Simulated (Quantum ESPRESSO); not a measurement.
Band energies of BN

```
BN
1.0
    2.50536     0.00000     0.00000
   -1.25268     2.16970     0.00000
    0.00000     0.00000     6.61027
B N
2 2
Cartesian
  0.00000   1.44647   1.65257
  1.25268   0.72323   4.95770
  0.00000   1.44647   4.95770
  1.25268   0.72323   1.65257
```

norm-conserving PBE (Quantum ESPRESSO, 84 Ry, scalar-relativistic); path ΓMKΓALHA,LM,KH; energies in eV from the valence-band maximum.

```csv
k (1/Å),point,band 4,band 5,band 6,band 7,band 8,band 9,band 10,band 11
0.00,Γ,-4.09,-1.38,-1.38,-1.34,-1.34,5.29,10.31,11.59
0.78,,-5.50,-4.37,-3.17,-3.11,-2.44,7.36,8.38,8.89
1.45,M,-8.87,-4.20,-4.13,-1.49,-0.45,4.26,5.65,9.56
1.57,,-8.84,-4.33,-4.26,-1.45,-0.43,4.29,5.64,9.73
2.28,K,-7.85,-7.18,-7.18,-0.12,-0.12,4.85,4.85,10.79
2.39,,-7.92,-7.04,-7.02,-0.37,0.00,4.78,5.02,10.91
3.12,,-5.53,-4.10,-3.97,-3.92,-2.21,7.79,8.38,8.40
3.85,,-4.06,-1.49,-1.45,-1.43,-1.39,5.33,10.29,11.57
3.96,Γ,-4.09,-1.38,-1.38,-1.34,-1.34,5.29,10.31,11.59
4.43,A,-5.30,-1.36,-1.36,-1.36,-1.36,7.66,7.66,11.65
4.62,,-5.18,-1.72,-1.72,-1.53,-1.53,7.77,7.77,11.59
5.30,,-6.21,-3.38,-3.38,-3.09,-3.09,7.62,7.62,10.04
5.88,L,-8.91,-4.17,-4.17,-0.95,-0.95,4.73,4.73,9.95
5.98,,-8.89,-4.27,-4.27,-0.92,-0.92,4.74,4.74,10.10
6.71,H,-7.93,-7.19,-7.19,-0.04,-0.04,4.63,4.63,12.03
7.37,,-6.62,-4.84,-4.84,-2.33,-2.33,6.98,6.98,11.35
8.02,,-4.88,-2.56,-2.56,-1.98,-1.98,8.03,8.03,11.59
8.39,A,-5.30,-1.36,-1.36,-1.36,-1.36,7.66,7.66,11.65
8.39,L,-8.91,-4.17,-4.17,-0.95,-0.95,4.73,4.73,9.95
8.62,,-8.88,-4.19,-4.14,-1.33,-0.59,4.35,5.33,9.73
8.86,M,-8.87,-4.20,-4.13,-1.49,-0.45,4.26,5.65,9.56
8.86,K,-7.85,-7.18,-7.18,-0.12,-0.12,4.85,4.85,10.79
9.34,H,-7.93,-7.19,-7.19,-0.04,-0.04,4.63,4.63,12.03
```

The PBE gap is indirect, 4.26 eV, from 6 % of the way from K to Γ to M; the smallest direct gap is 4.66 eV. Another valence extremum on the path lies within 0.02 eV, too close to call.

Geometry relaxed with PBE+D3(BJ).
